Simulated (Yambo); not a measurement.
CrHgO$_{4}$ (space group Cmcm, No. 63), G0W0@LDA in Yambo with this input:

```
rim_cut
gw0
dyson
el_el_corr
HF_and_locXC
ppa
em1d
RandQpts= 1000000
RandGvec= 1 Ry
EXXRLvcs= 94 Ry
VXCRLvcs= 376 Ry
Chimod= "HARTREE"
% BndsRnXp
 17 | 287 |
%
NGsBlkXp= 7 Ry
% LongDrXp
 1.0 | 1.0 | 1.0 |
%
PPAPntXp= 27.2114 eV
% GbndRnge
 1 | 287 |
%
GTermKind= "BG"
DysSolver= "n"
ExtendOut
```

On a 2×2×2 mesh, with wavefunctions cut at 94 Ry, the gap ((-0.5, -0.5, 0) → (-0.5, -0.5, 0)) is 2.797 eV and the valence edge shifts by -0.251 eV.

Task: What happens with this change: 149 bands in W?

Result: The gap rises by 0.065 eV, to 2.862 eV; the shift of the valence edge becomes -0.169 eV. Neither run is shown to be the converged limit.

Spin-orbit coupling is not included.

Geometry of the Materials Project entry, not relaxed at this level; primitive cell a = 5.246 Å, b = 5.246 Å, c = 7.153 Å, α = 90.00°, β = 90.00°, γ = 113.44°.

The structure is a Materials Project entry; no match was found in the copy of COD used, and its stability was not checked.

The runs are not spin-polarised; magnetic order was not tried.

A shift is the quasiparticle energy of the state minus its LDA energy.
